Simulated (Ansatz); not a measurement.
AlAg:
```xyz
2
Lattice="0.0000 2.6826 2.6826 2.6826 0.0000 2.6826 2.6826 2.6826 0.0000" Properties=species:S:1:pos:R:3 pbc="T T T"
Ag     0.0000     0.0000     0.0000
Al     2.6826     2.6826     2.6826
```

Relaxed with r²SCAN. Special points in fractions of this cell's reciprocal vectors: Γ (0.000, 0.000, 0.000); X (0.500, 0.000, 0.500); U (0.625, 0.250, 0.625); K (0.375, 0.375, 0.750); L (0.500, 0.500, 0.500); W (0.500, 0.250, 0.750).

Question: List the band energies nearest the Fermi level at these points for DFT-r²SCAN in the program Ansatz with PAW potentials.

Answer: In eV from the Fermi level; about four levels below and three above (degenerate sets whole), none deeper than 8.9 eV; … stands for higher levels left out; points with the same levels are listed once.

```
k                          below           above
-  -----------------------------  --------------
Γ  -5.69 -5.69 -5.66 -5.66 -5.66  4.67 4.67 4.67
X        -5.02 -5.02 -3.27 -2.06  0.83 0.83 3.50
U        -5.10 -2.33 -2.12 -1.80     1.94 5.05 …
L        -5.52 -5.17 -5.17 -3.29     5.81 5.81 …
W        -1.66 -1.36 -1.36 -1.29          8.90 …
```

Space group Fm-3m (rock salt). The start of the workflow was typed in or built on a structure type; neither database checked (COD, Materials Project) lists it. Its standing as an ambient phase is unchecked. The cell was relaxed with r²SCAN under the symmetry of its start. At this level the phase is mechanically unstable. The run is not spin-polarised. The volume moved by 21 % from the start of the relaxation. Its formation energy is positive at this level, so the cell may be metastable or incomplete. Spin–orbit coupling is left out wherever it is not named.

Potentials: the later of the program's two PAW sets.
